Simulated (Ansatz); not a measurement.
Relaxed AlRu (CsCl type):

```
AlRu
1.0
    2.98252     0.00000     0.00000
    0.00000     2.98252     0.00000
    0.00000     0.00000     2.98252
Al Ru
1 1
Cartesian
  0.00000   0.00000   0.00000
  1.49126   1.49126   1.49126
```

In each cell atom 2 (Ru, nearest neighbour Al at 2.583 Å; its periodic images, 3.0 Å or more away, move with it) moves by s·(0.000, 0.000, 1.000) (along Cartesian z), the rest being held.

These are r2SCAN (plane waves to 500 eV, PAW, scalar-relativistic; Ansatz, an electronic-structure program) values and carry that method's errors. k mesh 13×13×13 (Γ-centred), Fermi-Dirac smearing 0.05 eV. The energy includes the smearing's −TS. With partly filled bands, energies and forces of such displacements shift with the k mesh and the smearing. AlRu is run without spin polarisation. AlRu was relaxed with its symmetry unable to fall. The zero of ΔE is the undisplaced structure.

The scan covers s from -0.260 to 0.260 Å in 11 points.

**Question.** Is this a single well or a double well?

**Answer.** A single well with its minimum at or next to zero displacement.

**Question.** Is the energy the same for equal positive and negative displacements?

**Answer.** Even: the same for both signs. With its periodic images moving along, the atom's site symmetry in this cell is m-3m.

**Question.** What is the force constant k = d²E/ds² of this move at s = 0?

**Answer.** 8.15 eV/Å².

**Question.** With two atoms in the cell this is the zone-centre optical mode. What wavenumber follows?

**Answer.** 323 cm⁻¹.

(A displaced cell: forces are minus the slopes of the energy, force constants its curvatures, and phonons follow from these.)
